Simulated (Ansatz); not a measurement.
Relaxed candidate structures of RbAu:

A. Fm-3m (No. 225), cF8, rock salt type; a = b = c = 6.958 Å, α = β = γ = 90.00°; Rb 4b (0.500, 0.500, 0.500); Au 4a (0.000, 0.000, 0.000)

B. P2₁3 (No. 198), cP8, AFLOW prototype AB_cP8_198_a_a (B20, as in FeSi); a = b = c = 6.611 Å, α = β = γ = 90.00°; Rb 4a (0.170, 0.170, 0.170); Au 4a (0.834, 0.834, 0.834)

C. P6₃/mmc (No. 194), hP4; a = b = 5.932 Å, c = 6.916 Å, α = β = 90.00°, γ = 120.00°; Au 2c (0.333, 0.667, 0.250); Rb 2d (0.667, 0.333, 0.250)

D. F-43m (No. 216), cF8, zinc blende type; a = b = c = 7.792 Å, α = β = γ = 90.00°; Rb 4a (0.000, 0.000, 0.000); Au 4c (0.250, 0.250, 0.250)

E. P6₃/mmc (No. 194), hP8; a = b = 5.802 Å, c = 9.421 Å, α = β = 90.00°, γ = 120.00°; Au 4f (0.333, 0.667, 0.101); Rb 2d (0.667, 0.333, 0.250); Rb 2b (0.000, 0.000, 0.250)

F. Cmcm (No. 63), oS8, AFLOW prototype AB_oC8_63_c_c (B33, as in CrB); a = 4.8175 Å, b = 12.3004 Å, c = 4.8594 Å, α = 90.00°, β = 90.00°, γ = 90.00°; Au 4c (0.000, 0.435, 0.250); Rb 4c (0.000, 0.141, 0.250)

Q: Rank these by energy per atom (lowest first), as r2SCAN (plane waves to 500 eV, PAW, scalar-relativistic; Ansatz, a quantum-chemistry and plane-wave program) gives it.

A: F (reference, the lowest of the structures calculated here), A (+79 meV/atom), B (+96 meV/atom), C (+156 meV/atom), E (+0.21 eV/atom), D (+235 meV/atom)

Q: Give each candidate's band gap.

A: No gap: E. A: 2.49 eV (no spin-orbit coupling); B: 2.16 eV (no spin-orbit coupling); C: 3.06 eV (no spin-orbit coupling); D: 3.20 eV (no spin-orbit coupling); F: 0.34 eV (no spin-orbit coupling).

 2 generated cells of layers, chains or molecules, poorly bound without dispersion, are left out. Each run could gain symmetry but not lose that of its start, so entries can be saddle points. Known forms of RbAu include space group No. 221. That form is not among the structures calculated here. All of these are generated cells (placed on structure types, drawn at random, substituted or restacked) that were not matched to a known phase here. Static energies at zero pressure. Each cell has its own k-point mesh; energy differences are given only to the digits this allows. No spin polarisation in the result. Without spin-orbit coupling the bands of the heavy element are not split, so the gap can be far off.
